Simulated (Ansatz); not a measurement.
# K2OsN2Cl4, a known structure type with other elements, at an estimated volume

```
Os N K Cl
1.0
    -3.50264    3.50264    4.38457
     3.50264   -3.50264    4.38457
     3.50264    3.50264   -4.38457
Os N K Cl
1 2 2 4
Direct
  0.00000 0.00000 0.00000
  0.21200 0.21200 0.00000
  0.78800 0.78800 0.00000
  0.75000 0.25000 0.50000
  0.25000 0.75000 0.50000
  0.23000 0.23000 0.46000
  0.23000 0.77000 0.00000
  0.77000 0.77000 0.54000
  0.77000 0.23000 0.00000
```

Single point in Ansatz 0.2.0 with r2SCAN, no spin polarisation. Cutoff 500 eV, PAW datasets, 7×7×7 Γ-centred k mesh, gaussian filling (width 0.1087 eV).

(1) Which atom feels the largest force, and which way?

(2) Is there a gap?

(3) What do density and ELF say about some of the short contacts?

(4) Is the cell too large or too small?

Origin: a known structure type with other elements, at an estimated volume, so it need not be a known compound. Caveats: many states at the Fermi level without spin polarisation, so a magnetic state may lie lower; correlation that this level lacks may open a gap in such a compound; atoms or cell far from equilibrium.

Results:

(1) The largest is on N2 (and as large on other atoms): 2.13 eV/Å, components (0.00, 0.00, -2.13). It makes 0° with the line to a nearest neighbour, Os1 at 1.86 Å, pointing towards it.

(2) It is a metal, with about 13 states/eV a cell as the mean within 0.25 eV of the Fermi level, mostly N p (64 %), Cl p (17 %) and Os d (17 %).

(3) Os–N at 1.86 Å: least valence density 1.32 e/Å³ and ELF 0.34 there. Cl–Os at 2.28 Å: least valence density 0.75 e/Å³ and ELF 0.29 there. K–Cl at 3.31 Å: least valence density 0.05 e/Å³ and ELF 0.02 there. Both are smooth PAW fields, read partly inside the augmentation spheres.

(4) The pressure is 1.3 GPa (compression positive), so with the atoms held at these fractions the cell would first expand; the forces are large, so a full relaxation may end otherwise. The principal stresses -6.5, 5.1, 5.1 GPa differ, so its shape would change too.
